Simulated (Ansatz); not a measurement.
CoPtW in space group P3m1 (No. 156; Co on 1a, Pt on 1b, W on 1c), PBE (plane waves, PAW; program Ansatz), all energies at zero smearing, with the estimated change up to a 700 eV cutoff added, with one set of potentials and settings (totals compare only within such a set). Cell of 3 atoms (1 Co, 1 Pt, 1 W): -28036.572 eV.

```tsv
element	reference phase	E (eV/atom)
Co	P6_3/mmc, 2 atoms in the cell, spin-polarised	-5126.1613
Pt	Fm-3m, 1 atoms in the cell	-12524.7059
W	Im-3m, 1 atoms in the cell	-10385.9177
```

Formation energy per atom, worked out: (-28036.572 − 1×(-5126.1613) − 1×(-12524.7059) − 1×(-10385.9177))/3 = 0.071 eV/atom (7 kJ per mol of atoms), at 0 K, without zero-point energy or fitted corrections.

The start of the workflow was typed in or built on a structure type; neither database checked (COD, Materials Project) lists it. Whether it is the stable phase at ambient conditions was not checked. The cell was relaxed with PBE under the symmetry of its start; its stability against distortions is not shown here. The final state is ferromagnetic, the only order run, not a proven ground state. The references are the lowest solids computed at this level, not always the standard phases. Spin–orbit coupling is left out wherever it is not named.

Potentials: the earlier of the program's two PAW sets.
